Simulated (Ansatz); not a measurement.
Bi₄Te₃ (R-3m) at 2 levels of theory

One geometry, relaxed with PBE; plane waves with PAW potentials in Ansatz, scalar-relativistic. No spin polarisation. Gaps are the least over mesh and band path; pressure is positive in compression.

```
Bi Te
1.0
     2.25359    1.30111   14.33679
    -2.25359    1.30111   14.33679
     0.00000   -2.60222   14.33679
Bi Te
4 3
Cartesian
  0.0000 0.0000 30.6868
  0.0000 0.0000 12.3236
  0.0000 0.0000 6.3382
  0.0000 0.0000 36.6721
  0.0000 0.0000 0.0000
  0.0000 0.0000 18.0549
  0.0000 0.0000 24.9555
```

```csv
level,cutoff (eV),k mesh,gap (eV),pressure (GPa)
PBE,420,12×12×12,0.04,0.0
```

Question: What comes out on the same cell with r2SCAN?

Answer:
```csv
level,cutoff (eV),k mesh,gap (eV),pressure (GPa)
r2SCAN,500,12×12×12,0.00,-0.7
```

Spin-orbit coupling matters for the bands of heavy elements and is left out.

It was relaxed from a cell as deposited in COD.
